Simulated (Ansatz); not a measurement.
**MgSO3: 25Mg nuclear quadrupole resonance**

Cell: a Materials Project structure (computed, not necessarily an observed phase), taken as it stands.

Space group P2_1/c (No. 14); a = 4.3549, b = 8.7676, c = 6.5097 Å, β = 92.66°.

| site | Wyckoff | site symmetry | x | y | z |
| --- | --- | --- | --- | --- | --- |
| Mg | 4e | 1 | 0.7644 | 0.2243 | 0.0252 |
| S | 4e | 1 | 0.7443 | 0.5736 | 0.2136 |
| O9 | 4e | 1 | 0.9101 | 0.1161 | 0.3072 |
| O11 | 4e | 1 | 0.7490 | 0.3987 | 0.2505 |
| O12 | 4e | 1 | 0.6854 | 0.6449 | 0.4251 |

One atom of each set is listed.

All values are calculated (Ansatz; DFT, PBE, plane waves and PAW, scalar-relativistic, 420 eV cutoff, Γ-centred 5×3×4 k-points, Fermi–Dirac smearing 0.02 eV), not measured.

25Mg: I = 5/2, Q = 199.4 mb (year-2017 value). Static lattice, zero field.

Question: Predict the zero-field 25Mg lines of each site.

Answer: For I = 5/2 and η = 0 the lines are 3|C_Q|/20 and twice that; η pulls their ratio below 2.

```csv
site,atoms,V_zz (10²¹ V/m²),C_Q (MHz),η,line frequencies (MHz)
Mg,4,1.72,8.27,0.53,"1.57, 2.36"
```

Hardware: 1 thread of Arm Neoverse V2 (aarch64; 8 cores open to the job, memory cap 2.5 GiB, no GPU), a shared host with a load of 0.4 a core. Wall time 47 s, CPU time 47 s, peak memory 0.68 GiB.
